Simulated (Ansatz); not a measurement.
## Straining TiOs

Level of theory: DFT r2SCAN, scalar-relativistic, plane waves, PAW in Ansatz 0.2.0. Settings: 500 eV cutoff, 14×14×14 k-mesh, Gaussian smearing of 0.10 eV, no spin polarisation.

Starting point, cell and atoms relaxed:

```
Ti Os
1.0
     3.08092    0.00000    0.00000
     0.00000    3.08092    0.00000
     0.00000    0.00000    3.08092
Ti Os
1 1
Direct
  0.50000 0.50000 0.50000
  0.00000 0.00000 0.00000
```

Deformation: all cell vectors scaled alike, the atoms relaxed, all within the symmetry that the strain leaves. Energies are extrapolated to zero smearing.

Spin–orbit coupling is left out, which can shift energies with elements as heavy as these.

Problem. Give the structure at -1.0 %.

Solution.
```
Ti Os
1.0
     3.05011    0.00000    0.00000
     0.00000    3.05011    0.00000
     0.00000    0.00000    3.05011
Ti Os
1 1
Direct
  0.50000 0.50000 0.50000
  0.00000 0.00000 0.00000
```
Space group Pm-3m (221), 11.2 meV/atom over the relaxed crystal.